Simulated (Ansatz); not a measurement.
GeMo2N:
```yaml
crystal:
  lattice:
    - [2.95202, 0.00000, 0.00000]
    - [-1.47601, 2.55652, 0.00000]
    - [0.00000, 0.00000, 13.55166]
  atoms:
    - { symbol: Ge, position: [0.33333, 0.66667, 0.75000] }
    - { symbol: Ge, position: [0.66667, 0.33333, 0.25000] }
    - { symbol: Mo, position: [0.33333, 0.66667, 0.09749] }
    - { symbol: Mo, position: [0.66667, 0.33333, 0.59749] }
    - { symbol: Mo, position: [0.66667, 0.33333, 0.90251] }
    - { symbol: Mo, position: [0.33333, 0.66667, 0.40251] }
    - { symbol: N, position: [0.00000, 0.00000, 0.00000] }
    - { symbol: N, position: [0.00000, 0.00000, 0.50000] }
```
The run is spin-polarised; directions of the spins, atom by atom: 0 0 ↑ ↑ ↑ ↑ 0 0.

Relaxed with r²SCAN.

Task: Give the Bader charges and basin volumes of the independent atoms, plane-wave PAW r²SCAN (Ansatz code).

Result: 

```
atom  Bader charge (e)  Bader volume (Å³)
----  ----------------  -----------------
Ge1              -0.37               15.7
Mo3              +0.92               13.2
N7               -1.47                9.0
```

Space group P6_3/mmc. The start of the workflow was typed in or built on a structure type; neither database checked (COD, Materials Project) lists it. Its standing as an ambient phase is unchecked. The r²SCAN relaxation kept the symmetry of its start; its stability against distortions is not shown here. The final state is ferromagnetic, the only order run, not a proven ground state. Other orbital occupations within this spin state were not tried. No Hubbard U is applied.

Potentials: the earlier of the program's two PAW sets.
